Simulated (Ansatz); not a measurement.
ZrS2:
Space group P-3m1 (No. 164); a = b = 3.680 Å, c = 5.933 Å, α = β = 90.00°, γ = 120.00°

```
atom  site  symmetry       x       y       z
----  ----  --------  ------  ------  ------
Zr      1a      -3m.  0.0000  0.0000  0.0000
S       2d       3m.  0.3333  0.6667  0.2424
```

Relaxed at zero pressure with r²SCAN+D4 in the plane-wave PAW code Ansatz.

Q: The volume is raised by 3 % and shape and atoms relax at that volume. What pressure results, and how do the axes share the change?

A: -0.6 GPa; a 0.3 %, b 0.3 %, c 2.4 %; the energy rises by 1 meV/atom.

Q: Give the new structure.

A: 
Space group P-3m1 (No. 164); a = 3.6907 Å, b = 3.6907 Å, c = 6.0771 Å, α = 90.00°, β = 90.00°, γ = 120.00°

```csv
atom,site,symmetry,x,y,z
Zr,1a,-3m.,0.0000,0.0000,0.0000
S,2d,3m.,0.3333,0.6667,0.2363
```

The phase is kept; no other phase was compared at this pressure.

Symmetry was held in the r²SCAN+D4 relaxation. No spin polarisation was allowed.

Potentials: the later of the program's two PAW sets.
